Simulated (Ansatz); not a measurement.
Molecular dynamics on a 1×2×2 supercell (24 atoms) of TiO2 (P4_2/mnm), relaxed with r2SCAN. Forces come from r2SCAN in Ansatz 0.2.0: constant energy and volume (NVE), velocities drawn at 1000 K, steps of 1.5 fs. Spin polarisation is off, nuclei are classical, and the run is far too short for thermal averages.

```yaml
crystal:
  lattice:
    - [4.5968460062, 0.0, 0.0]
    - [0.0, 9.1936920124, 0.0]
    - [0.0, 0.0, 5.9070030029]
  atoms:
    - { symbol: Ti, position: [0.0, 0.0, 0.0] }
    - { symbol: Ti, position: [0.5, 0.25, 0.25] }
    - { symbol: O, position: [0.3046430012, 0.1523215006, 0.0] }
    - { symbol: O, position: [0.1953569988, 0.4023215006, 0.25] }
    - { symbol: O, position: [0.6953569988, 0.3476784994, 0.0] }
    - { symbol: O, position: [0.8046430012, 0.0976784994, 0.25] }
    - { symbol: Ti, position: [0.0, 0.0, 0.5] }
    - { symbol: Ti, position: [0.5, 0.25, 0.75] }
    - { symbol: O, position: [0.3046430012, 0.1523215006, 0.5] }
    - { symbol: O, position: [0.1953569988, 0.4023215006, 0.75] }
    - { symbol: O, position: [0.6953569988, 0.3476784994, 0.5] }
    - { symbol: O, position: [0.8046430012, 0.0976784994, 0.75] }
    - { symbol: Ti, position: [0.0, 0.5, 0.0] }
    - { symbol: Ti, position: [0.5, 0.75, 0.25] }
    - { symbol: O, position: [0.3046430012, 0.6523215006, 0.0] }
    - { symbol: O, position: [0.1953569988, 0.9023215006, 0.25] }
    - { symbol: O, position: [0.6953569988, 0.8476784994, 0.0] }
    - { symbol: O, position: [0.8046430012, 0.5976784994, 0.25] }
    - { symbol: Ti, position: [0.0, 0.5, 0.5] }
    - { symbol: Ti, position: [0.5, 0.75, 0.75] }
    - { symbol: O, position: [0.3046430012, 0.6523215006, 0.5] }
    - { symbol: O, position: [0.1953569988, 0.9023215006, 0.75] }
    - { symbol: O, position: [0.6953569988, 0.8476784994, 0.5] }
    - { symbol: O, position: [0.8046430012, 0.5976784994, 0.75] }
kpoints:
  mp_grid: { grid: [4, 2, 2] }
hamiltonian:
  xc: r2scan
scf:
  occupations: { method: fermi_dirac, width: 0.086 }
md:
  ensemble: nve
  temperature: 1000
  timestep: 1.5
  n_steps: 40
  initial_velocities: maxwell_boltzmann
  seed: 1282
```

Command: `ansatz run input.yaml --threads 4 --pin off --max-ram 5529MiB --backend cpu --events-out ev --progress --plain --runs-dir out`. It ended after 7.6 min on 4 threads of Arm Neoverse V1, on a shared host; peak host memory 1.6 GiB.

```csv
step,t (fs),T (K),free energy F from step 0 (meV/atom),kinetic energy (meV/atom),largest force (eV/Å)
0,0,1000,0.0,123.9,0.01
1,1.5,985,1.9,122.0,0.56
2,3,940,7.5,116.5,1.10
3,4.5,870,16.2,107.8,1.61
4,6,782,27.2,96.8,2.08
5,7.5,682,39.6,84.5,2.50
6,9,581,52.2,71.9,2.83
7,10.5,485,64.1,60.1,3.08
8,12,404,74.2,50.0,3.22
9,13.5,341,82.0,42.3,3.26
10,15,301,87.1,37.2,3.19
11,16.5,282,89.4,34.9,3.01
12,18,283,89.2,35.0,2.76
13,19.5,300,87.0,37.2,2.76
14,21,330,83.3,40.9,2.74
15,22.5,368,78.5,45.6,2.78
16,24,411,73.2,50.9,2.84
17,25.5,455,67.7,56.4,2.82
18,27,499,62.3,61.8,2.73
19,28.5,540,57.2,66.8,2.57
20,30,575,52.8,71.2,2.32
21,31.5,603,49.4,74.6,2.02
22,33,620,47.2,76.9,1.88
23,34.5,627,46.4,77.6,1.84
24,36,619,47.3,76.7,2.00
25,37.5,599,49.8,74.2,2.19
26,39,567,53.8,70.2,2.32
27,40.5,526,58.9,65.2,2.81
28,42,481,64.5,59.6,3.31
29,43.5,439,69.8,54.4,3.70
30,45,404,74.1,50.1,3.95
31,46.5,382,76.9,47.3,4.02
```

The temperature starts at 1000 K, is lowest at step 11 (282 K, 16.5 fs) and ends at 382 K. The atoms start on their lattice sites with kinetic energy alone, so much of it first passes into potential energy. The conserved energy stays within 0.41 meV an atom. By the last step the atoms have moved 0.15 Å in the root mean square, the drift of the whole cell taken out, 0.27 Å at most. The job's limit cut the run after 31 of 40 steps.

Positions (Å) and forces (eV/Å) at step 31:
```
Ti  -0.067   0.110  -0.110    -0.696   0.250   0.427
Ti   2.256   2.198   1.435     1.006  -0.682   0.879
O    1.443   1.426   0.072    -1.058  -0.429  -0.717
O    1.049   3.812   1.576     0.895  -2.291  -2.062
O    3.235   3.103  -0.005     0.311   0.593   0.364
O    3.732   0.897   1.415    -0.385   0.788   1.585
Ti   0.032  -0.082   2.890    -0.916   0.523   0.455
Ti   2.336   2.473   4.371     0.234  -1.313  -0.165
O    1.390   1.302   3.046     0.587   1.303  -0.868
O    0.902   3.685   4.455     0.502  -0.545   0.695
O    3.298   3.183   2.958    -0.554  -0.405   0.367
O    3.612   0.796   4.398    -0.026   1.054   0.233
Ti  -0.148   4.652   0.106    -0.188   1.139  -1.629
Ti   2.215   6.916   1.365     0.315  -0.478   1.993
O    1.394   5.808   0.118     0.859   1.709  -0.859
O    0.805   8.171   1.575     0.339  -0.060  -1.026
O    3.148   7.945   0.164    -0.769  -1.386  -1.074
O    3.740   5.434   1.566    -0.232   0.242   0.024
Ti   0.225   4.437   2.923    -1.922   2.903   2.015
Ti   2.297   6.962   4.426     0.798  -0.865  -1.944
O    1.558   5.963   3.017    -1.301  -0.340   0.651
O    0.820   8.337   4.547     1.298  -1.667  -1.063
O    3.087   7.817   2.911     0.654   0.350   1.251
O    3.708   5.612   4.565     0.249  -0.392   0.468
```
